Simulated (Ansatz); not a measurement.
TiO$_{2}$:
Space group P2₁/c (No. 14); a = 4.804 Å, b = 4.867 Å, c = 5.041 Å, α = γ = 90.00°, β = 99.88°

```tsv
atom	site	symmetry	x	y	z
Ti	4e	1	0.2770	0.0545	0.2146
O	4e	1	0.5536	0.2580	0.0367
O	4e	1	0.0635	0.3222	0.3524
```

Relaxed with r²SCAN.

Q: Tabulate the valence density and the electron localisation function along the shortest Ti–Ti contact (3.16 Å), the program Ansatz at the r²SCAN level (PAW).

A: 

```csv
distance from Ti (Å),density (e/Å³),ELF
0.32,8.98,0.72
0.47,5.74,0.76
0.63,2.76,0.67
0.79,1.04,0.36
0.95,0.44,0.10
1.11,0.28,0.06
1.26,0.25,0.08
1.42,0.26,0.11
1.58,0.26,0.12
1.74,0.27,0.12
1.89,0.27,0.10
2.05,0.30,0.07
2.21,0.44,0.09
2.37,1.03,0.32
2.53,2.72,0.65
2.68,5.70,0.75
2.84,8.97,0.72
```

The density is the valence pseudo-density with augmentation charge, so density and ELF within about 1 Å of a nucleus are not all-electron values.

Space group P2_1/c. The first step of the workflow began from a Materials Project structure, measured or hypothetical; the Crystallography Open Database files this formula in space group No. 14, but the cells were not matched. It is not the phase usual at ambient conditions (space group No. 61, 136, 141). The r²SCAN relaxation kept the symmetry of its start; of distortions, only those at the zone centre were tested. The run is not spin-polarised.

Potentials: the earlier of the program's two PAW sets.
